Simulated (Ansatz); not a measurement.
Mg2Si (antifluorite type, space group Fm-3m)

```yaml
crystal:
  lattice:
    - [0.00000, 3.18221, 3.18221]
    - [3.18221, 0.00000, 3.18221]
    - [3.18221, 3.18221, 0.00000]
  atoms:
    - { symbol: Si, position: [0.00000, 0.00000, 0.00000] }
    - { symbol: Mg, position: [0.25000, 0.25000, 0.25000] }
    - { symbol: Mg, position: [0.75000, 0.75000, 0.75000] }
```

The relaxed cell is deformed in two ways at once: its volume V is scaled, and at that volume it is stretched along z (the c axis of the conventional cell) so that c/a changes. Fractional atomic positions are held.

Calculation: PBE (plane waves to 420 eV, PAW, scalar-relativistic; Ansatz, an electronic-structure program). k mesh 9×9×9 (Γ-centred), Fermi-Dirac smearing 0.05 eV. Stress and pressure are positive under compression. As the smearing reaches across the gap at some points, the response to shear is sensitive to the k mesh, so small differences along c/a are uncertain. Mg2Si was relaxed with its symmetry unable to fall. The PAW data are Ansatz's earlier set.

At one point of the scan the stress tensor (GPa) is:

```
    3.7      0.0      0.0
    0.0      3.7      0.0
    0.0      0.0     -6.9
```

**Question.** Which point is it?
(A) V/V₀ = 1.053, (c/a)/(c/a)₀ = 1.120
(B) V/V₀ = 0.920, (c/a)/(c/a)₀ = 1.040
(C) V/V₀ = 1.027, (c/a)/(c/a)₀ = 1.120
(D) V/V₀ = 1.000, (c/a)/(c/a)₀ = 1.120

**Answer.** D, V/V₀ = 1.000, (c/a)/(c/a)₀ = 1.120

(A scan under strain: stresses follow from slopes of the energy per volume, elastic moduli from its curvatures.)
